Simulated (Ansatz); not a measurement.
Here is the system:

Ba2Ti2N3F3:
```
CELL_PARAMETERS angstrom
      4.04834     0.00000     0.00000
      0.00000     4.04834     0.00000
      0.00000     0.00000     8.43380
ATOMIC_POSITIONS crystal
  Ba 0.50000 0.50000 0.00000
  Ti 0.00000 0.00000 0.72305
  F  0.50000 0.00000 0.76411
  N  0.00000 0.50000 0.75051
  F  0.00000 0.00000 0.00000
  Ba 0.50000 0.50000 0.50000
  Ti 0.00000 0.00000 0.27695
  N  0.50000 0.00000 0.24949
  F  0.00000 0.50000 0.23589
  N  0.00000 0.00000 0.50000
```

This is the r²SCAN-relaxed structure.

All from r²SCAN (plane waves, PAW; program Ansatz), unless another level is named. Give the band gap.

1.60 eV (indirect).

And the HSE06 gap on the r²SCAN cell?

2.36 eV.

Next, the hole effective mass?

1.5, 1.9, 5.3 mₑ (principal values).

Give the smallest direct gap on the standard path.

1.66 eV.

Predict the valence-band maximum.

on the Z–R line, 64 % of the way from Z.

Space group P-4m2. The start of the workflow was typed in or built on a structure type; neither database checked (COD, Materials Project) lists it. Its standing as an ambient phase is unchecked. The cell was relaxed with r²SCAN under the symmetry of its start; its stability against distortions is not shown here. The workflow began spin-polarised and lost its moments. Scalar-relativistic: spin–orbit coupling is off unless named, which matters more the heavier the elements.

Potentials: the earlier of the program's two PAW sets. The files were generated under PBE; for other functionals the program regenerates the frozen cores, and for LDA and PBEsol the local potential too.
